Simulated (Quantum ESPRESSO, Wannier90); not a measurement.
# Wannierisation of AgCl (rock salt)

```xyz
2
Lattice="0.0000 2.7727 2.7727 2.7727 0.0000 2.7727 2.7727 2.7727 0.0000" Properties=species:S:1:pos:R:3 pbc="T T T"
Ag     0.0000     0.0000     0.0000
Cl     2.7727     2.7727     2.7727
```

Structure: Materials Project mp-22922, symmetrised, not relaxed again. COD (Crystallography Open Database) has an entry of this formula and space group (matched by these alone). Computed values, not measurements, from PBEsol: Quantum ESPRESSO (norm-conserving PseudoDojo potentials, cutoff 66 Ry, no spin polarisation, no spin-orbit coupling) on a Γ-centred 10×10×10 mesh, then Wannier90. Density: 10×10×10 mesh, Gaussian smearing 0.01 Ry.

Bands 6-13 form an isolated set from -5.32 to 0.00 eV relative to the valence-band maximum (on the path) and are turned into 8 Wannier functions by minimising the spread from the start: atomic waves Ag 4d, Cl 3p.

**Question.** Where do the functions sit, how wide are they and what are they made of?

**Answer.** 
```csv
functions,spread (Å²),"nearest atom, distance (Å)","second atom, distance (Å)",weight on atomic waves
2,0.86,Ag 0.00,Cl 2.77,Ag 4d 98 %
3,0.75,Ag 0.00,Cl 2.77,Ag 4d 100 %
3,1.64,Cl 0.00,Ag 2.77,"Cl 3p 92 %, Ag 5s 6 %"
```

Ω_I = 8.68 Å², Ω_total = 8.89 Å²; the interpolated bands follow pw.x to 0.3 meV rms on the path. Only this start was tried; a symmetric start can stop on a saddle, and mixtures of these functions could lower the total by at most Ω_total − Ω_I.
